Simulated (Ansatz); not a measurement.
An Ansatz (an electronic-structure program) input:

Ansatz 0.2 input:
```yaml
crystal:
  lattice:
    - [5.059394673, 0.0, 0.0]
    - [-2.5296973365, 4.3815643146, 0.0]
    - [0.0, 0.0, 5.5408085995]
  atoms:
    - { symbol: Si, position: [0.0, 0.5, 0.3333333333] }
    - { symbol: Si, position: [0.5, 0.0, 0.0] }
    - { symbol: Si, position: [0.5, 0.5, 0.6666666667] }
    - { symbol: O, position: [0.5835012587, 0.7917506293, 0.8333333333] }
    - { symbol: O, position: [0.7917506293, 0.5835012587, 0.5] }
    - { symbol: O, position: [0.2082493707, 0.7917506293, 0.1666666667] }
    - { symbol: O, position: [0.4164987413, 0.2082493707, 0.8333333333] }
    - { symbol: O, position: [0.2082493707, 0.4164987413, 0.5] }
    - { symbol: O, position: [0.7917506293, 0.2082493707, 0.1666666667] }
kpoints:
  mp_grid: { grid: [6, 6, 5] }
hamiltonian:
  xc: r2scan
  pseudopotentials: { kind: paw }
scf:
  occupations: { method: fixed }
output:
  optics: { e_range: [0.0, 15.0], de: 0.05, sigma: 0.1, bands: { spectra_wanted_up_to: 12 eV } }
```

Question: How many symmetry operations and irreducible k-points will the run report?

Answer: 12 operations, 21 of 180 k-points.

Question: With a cutoff of 500 eV, how many plane waves at Γ?

Answer: 3147.

It took roughly 4 core-minutes on shared server cores.

Space group P6_422. This is a known high-temperature phase of the composition, computed here at zero pressure and temperature. The cell was relaxed with r²SCAN under the symmetry of its start; whether a distortion lowers the energy is not shown.

Potentials: the later of the program's two PAW sets.

Ansatz is a plane-wave DFT program.
